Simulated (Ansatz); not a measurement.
One crystal and one scan (scan of one atom of the cell) at two levels, PBE (plane waves to 420 eV, PAW, scalar-relativistic; Ansatz, a quantum-chemistry and plane-wave program) and PBEsol (plane waves to 420 eV, PAW, scalar-relativistic; Ansatz), each from its own relaxed cell and on its own mesh. The cell shown is that of PBE.

TiO2 (rutile)

```
CELL_PARAMETERS angstrom
      4.64343     0.00000     0.00000
      0.00000     4.64343     0.00000
      0.00000     0.00000     2.96381
ATOMIC_POSITIONS crystal
  Ti 0.00000 0.00000 0.00000
  Ti 0.50000 0.50000 0.50000
  O  0.30513 0.30513 0.00000
  O  0.80513 0.19487 0.50000
  O  0.19487 0.80513 0.50000
  O  0.69487 0.69487 0.00000
```

In this cell atom 1 (Ti, nearest neighbour O at 1.958 Å; its periodic images, 3.0 Å or more away, move with it) is moved by s along Cartesian [110], unit vector (0.707, 0.707, 0.000); all other atoms and the cell stay fixed.

E stands for the smeared free energy. TiO2 is run without spin polarisation. TiO2 was relaxed with its symmetry unable to fall. (PBE) Left out: 4 of 11 points, with atoms too close for the PAW data. (PBEsol) Left out: 4 of 11 points, with atoms too close for the PAW data. Percentages come from the unrounded values. Both scans cover s from -0.234 to 0.234 Å.

Results of PBE:

| Item | Result |
|---|---|
| Lattice constant a (Å) | 4.643 |
| Lattice constant c (Å) | 2.964 |
| Relaxed volume (Å³/atom) | 10.65 |
| Energy at s = 0.234 Å (meV/cell) | 327 |
| Force along the line at s = -0.234 Å (eV/Å) | 3.452 |
| Force constant k = d²E/ds² at s = 0 (finite differences) (eV/Å²) | 9.14 |
| Symmetry of the curve | even: the same for both signs |
| Shape of the curve | a single well with its minimum at or next to zero displacement |

Question: What does PBEsol give for the same quantities?

Answer: 
| quantity | PBEsol | PBE − PBEsol |
|---|---|---|
| Lattice constant a (Å) | 4.591 | +0.052 (+1.1 %) |
| Lattice constant c (Å) | 2.939 | +0.025 (+0.8 %) |
| Relaxed volume (Å³/atom) | 10.33 | +0.32 (+3.2 %) |
| Energy at s = 0.234 Å (meV/cell) | 382 | -55 (-14 %) |
| Force along the line at s = -0.234 Å (eV/Å) | 3.993 | -0.541 (-14 %) |
| Force constant k = d²E/ds² at s = 0 (finite differences) (eV/Å²) | 10.81 | -1.67 (-15 %) |

PBE gives the higher value for: lattice constant a; lattice constant c; relaxed volume. PBE gives the lower value for: energy at s = 0.234 Å; force along the line at s = -0.234 Å; force constant k = d²E/ds² at s = 0. Both give the same symmetry of the curve: even: the same for both signs. Neither level is exact: the differences show how much the result hangs on the functional.

(A displaced cell: forces are minus the slopes of the energy, force constants its curvatures, and phonons follow from these.)
